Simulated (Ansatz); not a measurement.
TiNb in space group Cmmm (No. 65; Ti on 2c, Nb on 2a) at seven volumes, r²SCAN in the plane-wave PAW code Ansatz, shape and atoms relaxed at each. One row is withheld.

```tsv
V (Å³/atom)	P (GPa)
15.926	15.64
16.451	9.72
16.976	4.54
17.501	0.00
18.026	-3.99
18.551	-7.48
19.076	?
```

Task: Fit the shown pressures and predict the withheld one.

Result: Third-order Birch–Murnaghan: P = (3/2)B₀(x^(7/2) − x^(5/2))[1 + (3/4)(B′ − 4)(x − 1)] with x = (V₀/V)^(2/3). Least squares on the six rows gives V₀ = 17.501 Å³/atom, B₀ = 141.7 GPa, B′ = 3.37. At V = 19.076, x = 0.9442 and P = -10.55 GPa. The run itself gave -10.53 GPa.

The first step of the workflow began from a Materials Project structure, measured or hypothetical; the Crystallography Open Database copy checked does not list it. With Ti and Nb taken as one species the cell has the higher symmetry Im-3m, so it may be an ordered model of a mixed-site phase. Its standing as an ambient phase is unchecked. The cell was relaxed with r²SCAN under the symmetry of its start; its stability against distortions is not shown here. The run is not spin-polarised.

Potentials: the later of the program's two PAW sets.
